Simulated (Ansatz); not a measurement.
Task: Each is relaxed and computed with plane-wave PAW PBEsol (Ansatz code). Which is the only one with a gap?
A) CeAs, rock salt
B) MgO, rock salt
C) PrP, rock salt
D) TiC, rock salt

Result: B, MgO, rock salt. MgO: gap 4.62 eV (direct); TiC: metal; PrP: metal; CeAs: metal. The 4f shell is in the valence, and the state reached may lie above the lowest one. Spin orders computed, not proven ground states: PrP, rock salt ferromagnetic; CeAs, rock salt ferromagnetic. Standing as an ambient phase not checked: PrP, rock salt; CeAs, rock salt. All cells were relaxed under the symmetry of their starts (and spin orders); stability against distortions was not tested throughout. Rows with no word on spin ran without spin polarisation. No Hubbard U is applied. Scalar-relativistic: spin–orbit coupling is off unless named, which matters more the heavier the elements.

Potentials: the later of the program's two PAW sets.
